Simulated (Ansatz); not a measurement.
CoNiN$_{2}$:
```yaml
crystal:
  lattice:
    - [1.34417, 0.77606, 5.70868]
    - [-1.34417, 0.77606, 5.70868]
    - [0.00000, -1.55212, 5.70868]
  atoms:
    - { symbol: Co, position: [0.50000, 0.50000, 0.50000] }
    - { symbol: Ni, position: [0.00000, 0.00000, 0.00000] }
    - { symbol: N, position: [0.89631, 0.89631, 0.89631] }
    - { symbol: N, position: [0.10369, 0.10369, 0.10369] }
```

Relaxed with PBEsol. Special points in fractions of this cell's reciprocal vectors: Γ (0.000, 0.000, 0.000); T (0.500, 0.500, 0.500); H2 (0.821, 0.179, 0.500); H0 (0.500, -0.179, 0.179); L (0.500, 0.000, 0.000); S0 (0.339, -0.339, 0.000); S2 (0.661, 0.000, 0.339); F (0.500, 0.000, 0.500).

**Question.** List the band energies nearest the Fermi level at these points for plane-wave PAW PBEsol (Ansatz code).

**Answer.** In eV from the Fermi level; about four levels below and three above (degenerate sets whole), none deeper than 8.9 eV; points with the same levels are listed once.

```tsv
k	below	above
Γ	-1.51 -1.51 -1.40 -1.40	0.13 0.13 3.72 3.72
T	-1.79 -1.79 -1.50 -1.50 -0.55	1.09 1.09 3.26 3.26
H2	-1.06 -0.92 -0.69 -0.17	0.90 2.45 2.77
L	-0.96 -0.32 -0.32 -0.09	0.93 2.53 2.99
S0	-0.99 -0.97 -0.73 -0.10	0.86 2.50 2.68
F	-1.56 -1.56 -0.96 -0.32 -0.15	0.66 3.24 3.55
```

Space group R-3m. The start of the workflow was typed in or built on a structure type; neither database checked (COD, Materials Project) lists it. Its standing as an ambient phase is unchecked. The PBEsol relaxation kept the symmetry of its start; whether a distortion lowers the energy is not shown. The workflow began spin-polarised and lost its moments. Its formation energy is positive at this level, so the cell may be metastable or incomplete.

Potentials: the earlier of the program's two PAW sets. The files were generated under PBE; for other functionals the program regenerates the frozen cores, and for LDA and PBEsol the local potential too.
